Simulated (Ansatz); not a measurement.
Consider a crystal of Ge5Pd in space group P6/mmm (No. 191), with Ge on 2d, 2c and 1b; Pd on 1a.

Level of theory: DFT PBE, scalar-relativistic, plane waves, PAW in Ansatz 0.2.0. Cutoff 420 eV, Γ-centred mesh, Gaussian smearing, no spin polarisation.

Energies over the elements count from the elements' standard structures at the same level, with no fitted energy shifts.

Question: Predict the relaxed structure.

Answer:

Space group P6/mmm (No. 191). a = 4.862 Å, b = 4.862 Å, c = 5.322 Å, α = 90.00°, β = 90.00°, γ = 120.00°
```tsv
atom	site	symmetry	x	y	z
Ge	2d	-6m2	0.3333	0.6667	0.5000
Ge	2c	-6m2	0.3333	0.6667	0.0000
Ge	1b	6/mmm	0.0000	0.0000	0.5000
Pd	1a	6/mmm	0.0000	0.0000	0.0000
```

Ge on a site of symmetry -6m2 is surrounded by 8 Ge at 2.66–2.81 Å; Ge on a second site of symmetry -6m2 has 5 Ge at 2.66–2.81 Å and 3 Pd at 2.81 Å; Ge on a site of symmetry 6/mmm has 2 Pd at 2.66 Å and 6 Ge at 2.81 Å; around Pd lie 8 Ge at 2.66–2.81 Å. Another local minimum with the same sites may exist.

Question: And its energy and gap?

Answer: The formation energy is +0.08 eV/atom. The gap on the 12×12×8 mesh of the 6-atom cell is 0 eV (a metal). The separate elements lie lower, so it is unstable against them.

The last run used Gaussian smearing of 0.10 eV. A structure relaxed within its symmetry needn't be a true minimum.
